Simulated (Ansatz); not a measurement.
GaSb:
```xyz
2
Lattice="3.9525 0.0000 0.0000 -1.9763 3.4230 0.0000 0.0000 0.0000 3.6155" Properties=species:S:1:pos:R:3 pbc="T T T"
Ga     0.0000     0.0000     0.0000
Sb     1.9763     1.1410     1.8078
```

Relaxed with r²SCAN. Special points in fractions of this cell's reciprocal vectors: Γ (0.000, 0.000, 0.000); M (0.500, 0.000, 0.000); K (0.333, 0.333, 0.000); A (0.000, 0.000, 0.500); L (0.500, 0.000, 0.500); H (0.333, 0.333, 0.500).

Q: List the band energies nearest the Fermi level at these points for DFT-r²SCAN with spin–orbit coupling in the program Ansatz with PAW potentials.

A: In eV from the Fermi level; about four levels below and three above (degenerate sets whole), none deeper than 8.9 eV; points with the same levels are listed once.

| k | below | above |
|---|---|---|
| Γ | -0.68 -0.68 -0.11 -0.11 | 0.16 0.16 4.04 4.04 |
| M | -7.39 -7.39 -2.04 -2.04 | 0.59 0.59 1.56 1.56 |
| K | -7.44 -7.34 -4.60 -4.41 | 2.06 2.11 4.19 |
| A | -8.11 -8.11 | 1.52 1.52 2.18 2.18 |
| L | -4.28 -4.28 -3.68 -3.68 | 0.49 0.49 2.40 2.40 |
| H | -2.06 -1.74 -0.30 -0.24 | 8.21 8.63 9.18 |

Space group P-6m2. A made-up cell: these elements were put on the sites of a structure type; neither database checked (COD, Materials Project) lists it. It is not the phase usual at ambient conditions (space group No. 216). The r²SCAN relaxation kept the symmetry of its start; whether a distortion lowers the energy is not shown.

Potentials: the earlier of the program's two PAW sets.
